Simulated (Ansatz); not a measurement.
TiGaPd:
```xyz
6
Lattice="4.3958 0.0000 0.0000 -2.1979 3.8069 0.0000 0.0000 0.0000 5.4183" Properties=species:S:1:pos:R:3 pbc="T T T"
Ti     0.0000     0.0000     0.0000
Ti     0.0000     0.0000     2.7091
Ga     0.0000     2.5379     4.0637
Ga     2.1979     1.2690     1.3546
Pd     0.0000     2.5379     1.3546
Pd     2.1979     1.2690     4.0637
```

Relaxed with r²SCAN. Special points in fractions of this cell's reciprocal vectors: Γ (0.000, 0.000, 0.000); M (0.500, 0.000, 0.000); K (0.333, 0.333, 0.000); A (0.000, 0.000, 0.500); L (0.500, 0.000, 0.500); H (0.333, 0.333, 0.500).

Question: List the band energies nearest the Fermi level at these points for plane-wave PAW r²SCAN (Ansatz code).

Answer: In eV from the Fermi level; about four levels below and three above (degenerate sets whole), none deeper than 8.9 eV; points with the same levels are listed once.

| k | below | above |
|---|---|---|
| Γ | -1.54 -1.54 -0.96 -0.77 | 0.41 0.41 1.66 1.66 |
| M | -0.74 -0.65 -0.54 -0.50 | 0.91 0.95 1.49 |
| K | -0.73 -0.73 -0.57 -0.10 | 0.83 0.83 2.41 2.41 |
| A | -3.75 -3.75 -3.75 -3.75 | 0.13 0.13 0.13 0.13 |
| L | -2.66 -2.66 -1.33 -1.33 | 0.48 0.48 1.08 1.08 |
| H | -2.88 -2.88 -1.73 -1.73 | 0.42 0.42 0.95 0.95 |

Space group P6_3/mmc. The first step of the workflow began from a Materials Project structure, measured or hypothetical; the Crystallography Open Database copy checked does not list it. With Ga and Pd taken as one species the cell has the higher symmetry P6/mmm, so it may be an ordered model of a mixed-site phase. Its standing as an ambient phase is unchecked. Symmetry was held in the r²SCAN relaxation; its stability against distortions is not shown here. No spin polarisation was allowed. Spin–orbit coupling is left out wherever it is not named.

Potentials: the later of the program's two PAW sets.
